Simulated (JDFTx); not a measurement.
System: Mo(100) (Im-3m bulk; lattice of mp-129, not re-optimised at this level), 1x1 cell of 6 atoms in 6 planes, area 10.03 Å² a face, 7.5 Å between the outermost planes in a cell 23.9 Å high; k mesh 8×8×1, Fermi width 0.01 Ha, no spin polarisation.

All numbers are PBE, GBRV ultrasoft potentials, plane waves to 20/100 Ha results from a modified build of JDFTx, not measurements. Liquid: linear PCM (GLSSA13), water, 0.5 M NaCl. Between zero charge and -0.70 V from it the run gives σ = -16.8 μC/cm², a mean capacitance of 24.0 μF/cm². The liquid has ε = 78.4, a 1:1 salt at 0.5 M with linear (Debye) response, and T = 298 K.

Working it through: the Debye length, the diffuse-layer capacitance, and the inner capacitance that is left when the two stand in series.

Each ion has density c = 0.5 × 6.022×10⁻⁴ = 3.011e-04 Å⁻³. λ² = ε kT / (8π (e²/4πε₀) c) with kT = 0.02568 eV and e²/4πε₀ = 14.40 eV Å gives λ = 4.30 Å; the log prints 4.30 Å. C_diffuse = ε₀ε/λ = 161 μF/cm². Then 1/C_inner = 1/24.0 − 1/161, so C_inner = 28.2 μF/cm², which equals a vacuum gap of ε₀/C_inner = 0.31 Å. The diffuse layer takes 15 % of the potential drop; the rest lies between the electrode's charge and the onset of the dielectric, with the electrode's own (quantum) capacitance in it. The split is a model: in the calculation solvent and ions share one smooth cavity.
